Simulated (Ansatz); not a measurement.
TiC:
```
TiC
1.0
    0.00000     2.13037     2.13037
    2.13037     0.00000     2.13037
    2.13037     2.13037     0.00000
C Ti
1 1
Direct
  0.00000   0.00000   0.00000
  0.50000   0.50000   0.50000
```

Relaxed with LDA. Special points in fractions of this cell's reciprocal vectors: Γ (0.000, 0.000, 0.000); X (0.500, 0.000, 0.500); U (0.625, 0.250, 0.625); K (0.375, 0.375, 0.750); L (0.500, 0.500, 0.500); W (0.500, 0.250, 0.750).

### Question
List the band energies nearest the Fermi level at these points for LDA (plane waves, PAW; program Ansatz).

### Answer
In eV from the Fermi level; about four levels below and three above (degenerate sets whole), none deeper than 8.9 eV; points with the same levels are listed once.

```json
[
 {"k": "Γ", "below": "–", "above": "0.68 0.68 0.68"},
 {"k": "X", "below": "-3.38 -1.80", "above": "0.06 0.06 2.94"},
 {"k": "U", "below": "-3.57 -3.35 -1.75", "above": "1.54 3.34 4.09"},
 {"k": "L", "below": "-8.64 -6.03 -3.04 -3.04", "above": "3.11 3.11 4.38"},
 {"k": "W", "below": "-3.18 -3.18 -2.79", "above": "2.96 2.96 3.76"}
]
```

Space group Fm-3m (rock salt). Symmetry was held in the LDA relaxation; of distortions, only those at the zone centre were tested. The run is not spin-polarised.

Potentials: the later of the program's two PAW sets.
